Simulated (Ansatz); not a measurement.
Here is the system:

ZrAs:
```xyz
8
Lattice="3.8313 0.0000 0.0000 -1.9157 3.3180 0.0000 0.0000 0.0000 12.8918" Properties=species:S:1:pos:R:3 pbc="T T T"
Zr     0.0000     2.2120     1.5033
Zr     1.9157     1.1060    11.3885
Zr     1.9157     1.1060     7.9492
Zr     0.0000     2.2120     4.9426
As     0.0000     0.0000     0.0000
As     0.0000     0.0000     6.4459
As     0.0000     2.2120     9.6689
As     1.9157     1.1060     3.2230
```

This is the r²SCAN-relaxed structure.

**Question.** All from r²SCAN in the plane-wave PAW code Ansatz, unless another level is named. Give the electronic character.

**Answer.** metallic (no gap).

**Question.** What about the density of states at the Fermi level?

**Answer.** 0.33 states/eV per atom (mean over ±0.08 eV).

Space group P6_3/mmc. The workflow started from a Materials Project entry (that database holds measured and hypothetical structures alike); the Crystallography Open Database files this formula in space group No. 194, but the cells were not matched. Whether it is the stable phase at ambient conditions was not checked. The cell was relaxed with r²SCAN under the symmetry of its start; its stability against distortions is not shown here. No spin polarisation was allowed. Spin–orbit coupling is left out wherever it is not named.

Potentials: the later of the program's two PAW sets.
